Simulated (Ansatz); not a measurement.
All numbers below come from DFT PBE, scalar-relativistic, plane waves, PAW (Ansatz 0.2.0). Settings: cutoff 420 eV, Γ-centred meshes spaced at most about 0.3 Å⁻¹, and about 0.25 Å⁻¹ or finer for metals (2π included), Gaussian smearing. No spin polarisation in the final relaxations.

All energies are static (0 K, no zero-point motion). All come from trial cells, and lower structures may exist.

Question: These unrelaxed guesses for YZr2O2 are each relaxed within their symmetry. Order them by the energy at which they end, lowest first.
A.

```xyz
5
Lattice="4.0600 0.0000 0.0000 -2.0300 3.5161 0.0000 0.0000 0.0000 5.6216" Properties=species:S:1:pos:R:3 pbc="T T T"
Y     0.0000    0.0000    0.1605
Zr    0.0000    2.3441    3.0342
Zr    2.0300    1.1720    3.0342
O     0.0000    2.3441    0.3362
O     2.0300    1.1720    0.3362
```

B.

```xyz
5
Lattice="3.8951 0.0000 0.0000 -1.9475 3.3733 0.0000 0.0000 0.0000 6.2451" Properties=species:S:1:pos:R:3 pbc="T T T"
Y     0.0000    0.0000    0.0000
Zr    0.0000    2.2488    2.3072
Zr    1.9475    1.1244    3.9379
O     0.0000    2.2488    4.7958
O     1.9475    1.1244    1.4493
```

C.

```xyz
5
Lattice="-1.9672 1.9672 4.8111 1.9672 -1.9672 4.8111 1.9672 1.9672 -4.8111" Properties=species:S:1:pos:R:3 pbc="T T T"
Y     0.0000    0.0000    0.0000
Zr    0.0000    1.9672    2.4056
Zr    1.9672    0.0000    2.4056
O     0.0000    0.0000    3.6084
O     0.0000    0.0000    6.0139
```

D.

```xyz
5
Lattice="3.9308 0.0000 0.0000 0.0000 3.9308 0.0000 0.0000 0.0000 5.3971" Properties=species:S:1:pos:R:3 pbc="T T T"
Y     0.0000    0.0000    0.0000
Zr    1.9654    0.0000    2.6985
Zr    0.0000    1.9654    2.6985
O     1.9654    1.9654    4.3327
O     1.9654    1.9654    1.0644
```

Answer: B (ends in P-3m1, 0 meV/atom), C (ends in I4/mmm, 0.36 eV/atom), A (ends in P6/mmm, 0.44 eV/atom), D (ends in P4/mmm, 0.85 eV/atom).

In P-3m1, I4/mmm, P6/mmm, P4/mmm an odd number of electrons in the primitive cell allows no gap without spin; a larger cell or a magnetic state could open one. Cells relaxed within their symmetry can be saddle points. Some types were kept out of the candidates beforehand, so the set may lack a known form.
